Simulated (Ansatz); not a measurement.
Values for one crystal, relaxed and computed with the program Ansatz at the r²SCAN level (PAW); other levels are named.

| Quantity | Value |
|---|---|
| Volume per atom | 17.57 Å³ |
| Electronic character | metallic (no gap) |
| Formation energy from the elements (no fitted shifts) | -0.79 eV/atom |
| Density of states at the Fermi level | 0.48 states/eV per atom (mean over ±0.08 eV) |

Q: Which compound is it?
(A) ScBe5, P6/mmm (Sc on 1a, Be on 2c, Be on 3g)
(B) FeNi3, Cu3Au type
(C) YRh2, cubic Laves (MgCu2 type)
(D) MgCu2, cubic Laves (MgCu2 type)

A: C, YRh2, cubic Laves (MgCu2 type)

Space group Fd-3m (cubic Laves (MgCu2 type)). The first step of the workflow began from a Materials Project structure, measured or hypothetical; the Crystallography Open Database files this formula in space group No. 227, but the cells were not matched. Its standing as an ambient phase is unchecked. The r²SCAN relaxation kept the symmetry of its start; its stability against distortions is not shown here. The run is not spin-polarised. The references are the lowest solids computed at this level, not always the standard phases. Spin–orbit coupling is left out wherever it is not named.

Potentials: the later of the program's two PAW sets.
